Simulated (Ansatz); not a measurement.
Relaxation of a generated trial cell of TiB2 in the AFLOW prototype A2B_cF24_227_d_a (C15, as in MgCu2); 6 atoms in the cell, which starts as Fd-3m, origin choice 1 (No. 227), cF24; a = b = c = 6.081 Å, α = β = γ = 90.00°. All values below come from r2SCAN (plane waves to 500 eV, PAW, scalar-relativistic; Ansatz, a program for electronic structure). Γ-centred k-mesh 7×7×7 on the run's cell (coarser than for final values), Fermi–Dirac smearing 0.05 eV. This is the first round of the run. 

The optimiser's lines from the output (shortened; P is positive under compression):

```
relax step   1: F+E_penalty+E_count = -5635.79747976 eV  Δ(F+E_penalty+E_count) = +0.000e0 eV  max|allowed force component| = 1.465e-17 eV/Å  Δτ_max = 0.0000 Å  P = -23.883 GPa  Ω = 56.224 Å³  (7 SCF iters, dr2 threshold 1.00e-7 eV, accepted)
relax step   2: F+E_penalty+E_count = -5636.31168814 eV  Δ(F+E_penalty+E_count) = -5.142e-1 eV  max|allowed force component| = 1.218e-16 eV/Å  Δτ_max = 0.0000 Å  P = -0.347 GPa  Ω = 50.061 Å³  (6 SCF iters, dr2 threshold 6.00e-7 eV, accepted)
relax step   3: F+E_penalty+E_count = -5636.31179972 eV  Δ(F+E_penalty+E_count) = -1.116e-4 eV  max|allowed force component| = 1.025e-16 eV/Å  Δτ_max = 0.0000 Å  P = +0.067 GPa  Ω = 49.980 Å³  (3 SCF iters, dr2 threshold 3.01e-7 eV, accepted)
relax step   4: F+E_penalty+E_count = -5636.31179578 eV  Δ(F+E_penalty+E_count) = +3.944e-6 eV  max|allowed force component| = 1.164e-16 eV/Å  Δτ_max = 0.0000 Å  P = -0.002 GPa  Ω = 49.993 Å³  (3 SCF iters, dr2 threshold 1.13e-8 eV, accepted)
relax step   5: F+E_penalty+E_count = -5636.30951742 eV  Δ(F+E_penalty+E_count) = +2.278e-3 eV  max|allowed force component| = 1.318e-16 eV/Å  Δτ_max = 0.0000 Å  P = -0.040 GPa  Ω = 49.993 Å³  stress off target by 4.01e-2 GPa  SCF on the basis re-selected at this cell (its energy is not comparable with the rows above)  (7 SCF iters)
relax step   6: F+E_penalty+E_count = -5636.30952213 eV  Δ(F+E_penalty+E_count) = -4.713e-6 eV  max|allowed force component| = 1.411e-16 eV/Å  Δτ_max = 0.0000 Å  P = -0.001 GPa  Ω = 49.986 Å³  (3 SCF iters, dr2 threshold 4.03e-9 eV, accepted)
relax step   7: F+E_penalty+E_count = -5636.30952213 eV  Δ(F+E_penalty+E_count) = -4.729e-10 eV  max|allowed force component| = 1.557e-16 eV/Å  Δτ_max = 0.0000 Å  P = -0.001 GPa  Ω = 49.986 Å³  stress off target by 1.28e-3 GPa  SCF on the basis re-selected at this cell (its energy is not comparable with the rows above)  (4 SCF iters)
```

From the first to the last row the energy changes by -0.09 eV/atom and the volume by -11.1 %. The last row is marked as not comparable with the walk above it, whose basis was carried along; it does compare with step 1, since both stand on a basis selected at the nominal cutoff for their own cell.

Later rounds, restarted from the end of this one on a renewed k-mesh, logged 3 more steps and released under 0.01 eV/atom more. The final structure after all rounds: Fd-3m, origin choice 1 (No. 227), cF24, cubic Laves (MgCu2 type); a = 5.848 Å, b = 5.848 Å, c = 5.848 Å, α = 90.00°, β = 90.00°, γ = 90.00°. Between re-selections the logged energies stand on a plane-wave basis carried along with the cell. No spin polarisation in the result.

The run could not lose the symmetry of its start, so the end can be a saddle point.

All atoms sit on sites fixed by symmetry, so only the cell could relax.

The relaxed structure here is a generated cell of TiB2: the first start was made by placing the elements on the sites of a structure type, and the end was not matched to a known phase here, so it may be hypothetical. Known forms of TiB2 include space group No. 191.
